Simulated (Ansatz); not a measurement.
Relaxed-ion elastic tensor of CdSe in space group P6_3mc (No. 186; Cd on 2a, Cd on 2b, Se on 2a, Se on 2b) in GPa (Voigt order), PBEsol in the plane-wave PAW code Ansatz; density 5.65 g/cm³, 28.12 Å³ per atom.

```csv
,1,2,3,4,5,6
1,73.8,44.5,37.3,0.0,0.0,0.0
2,44.5,73.8,37.3,0.0,0.0,0.0
3,37.3,37.3,82.2,0.0,0.0,0.0
4,0.0,0.0,0.0,13.1,0.0,0.0
5,0.0,0.0,0.0,0.0,13.1,0.0
6,0.0,0.0,0.0,0.0,0.0,14.7
```

**Question.** Is the crystal mechanically stable?

**Answer.** Yes: the smallest eigenvalue of C is 13.1 GPa.

**Question.** Work out the Voigt, Reuss and Hill averages.

**Answer.** K_V = 52.0, K_R = 52.0, K_H = 52.0; G_V = 15.6, G_R = 15.0, G_H = 15.3 GPa.

**Question.** Give Young's modulus, Poisson's ratio, Pugh's ratio and the universal anisotropy index.

**Answer.** E = 9KG/(3K + G) = 41.7 GPa; ν = 0.37; K/G = 3.40 (ductile by the Pugh limit of 1.75); A_U = 5G_V/G_R + K_V/K_R − 6 = 0.20.

**Question.** Estimate the sound speeds and the Debye temperature.

**Answer.** v_l = √((K + 4G/3)/ρ) = 3580 m/s, v_t = √(G/ρ) = 1640 m/s, mean 1850 m/s; Θ = (h/k)(3n/4πV)^(1/3) v_m = 181 K.

**Question.** How much does each axis shrink under pressure?

**Answer.** Linear compressibilities β_i = Σ_j S_ij (j = 1 to 3): x 6.5, y 6.5, z 6.3 per TPa.

A made-up cell: these elements were put on the sites of a structure type. Its sites differ from those of the usual phase in this space group: another stacking or structure type. Symmetry was held in the PBEsol relaxation; whether a distortion lowers the energy is not shown.

Potentials: the later of the program's two PAW sets.
